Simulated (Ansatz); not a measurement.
TePb (rock salt, Fm-3m), a = 6.569 Å, b = 6.569 Å, c = 6.569 Å, α = 90.00°, β = 90.00°, γ = 90.00°; the cell used has 2 atoms.

Relaxed with PBE.

Which orbitals make up the states near the band edges in plane-wave PAW PBE (Ansatz code)?

Top 1 eV of the valence band: Te 5p 77 %, Pb 6p 11 %, Pb 6s 9 %. Bottom 1 eV of the conduction band: Pb 6p 78 %, Te 5s 9 %, Te 5p 9 %. Projections are on Löwdin-orthogonalised atomic valence shells; empty p or d shells of many metals are not among them.

Tabulate the density of states.

States/eV per cell of 2 atoms, in 0.25 eV bins, energy from the valence-band maximum.

```tsv
E (eV)	total	Te 5p	Pb 6p	Pb 6s
-7.89	2.48	0.36	0.02	1.99
-7.64	1.67	0.20	0.02	1.29
-7.39	1.25	0.12	0.01	0.93
-7.14	0.67	0.07	0.01	0.45
-6.89	0.40	0.04	0.00	0.26
-6.64	0.26	0.03	0.00	0.17
-6.39	0.18	0.01	0.00	0.11
-6.14	0.11	0.01	0.00	0.07
-5.89	0.05	0.00	0.00	0.03
-5.64	0.00	0.00	0.00	0.00
-5.39	0.00	0.00	0.00	0.00
-5.14	0.00	0.00	0.00	0.00
-4.89	0.00	0.00	0.00	0.00
-4.64	0.00	0.00	0.00	0.00
-4.39	0.00	0.00	0.00	0.00
-4.14	0.02	0.01	0.01	0.00
-3.89	0.34	0.18	0.15	0.00
-3.64	0.62	0.34	0.26	0.01
-3.39	0.75	0.42	0.31	0.01
-3.14	1.00	0.58	0.39	0.02
-2.89	1.23	0.72	0.46	0.02
-2.64	1.54	0.93	0.55	0.03
-2.39	1.98	1.25	0.66	0.03
-2.14	1.97	1.28	0.62	0.04
-1.89	1.99	1.33	0.57	0.05
-1.64	2.00	1.38	0.52	0.05
-1.39	2.11	1.52	0.48	0.07
-1.14	2.16	1.63	0.41	0.08
-0.89	1.98	1.56	0.27	0.10
-0.64	1.88	1.43	0.23	0.18
-0.39	2.23	1.72	0.19	0.27
-0.14	0.21	0.16	0.01	0.03
0.11	0.00	0.00	0.00	0.00
0.36	0.00	0.00	0.00	0.00
0.61	0.00	0.00	0.00	0.00
0.86	0.01	0.00	0.00	0.00
1.11	0.12	0.01	0.09	0.00
1.36	0.70	0.06	0.52	0.01
1.61	1.78	0.15	1.40	0.01
1.86	1.95	0.20	1.55	0.02
2.11	1.61	0.24	1.22	0.02
2.36	1.45	0.27	1.05	0.02
2.61	1.32	0.29	0.92	0.02
2.86	1.28	0.31	0.86	0.01
3.11	1.29	0.33	0.84	0.01
3.36	1.38	0.37	0.87	0.01
3.61	1.84	0.45	0.99	0.01
3.86	2.02	0.49	1.07	0.01
4.11	1.68	0.45	0.87	0.01
4.36	1.73	0.48	0.83	0.01
4.61	1.37	0.41	0.67	0.01
4.86	1.37	0.36	0.60	0.00
5.11	1.45	0.34	0.56	0.00
5.36	1.50	0.30	0.48	0.00
5.61	1.20	0.13	0.21	0.00
```

Symmetry was held in the PBE relaxation. Spin–orbit coupling is left out wherever it is not named.

Potentials: the later of the program's two PAW sets.
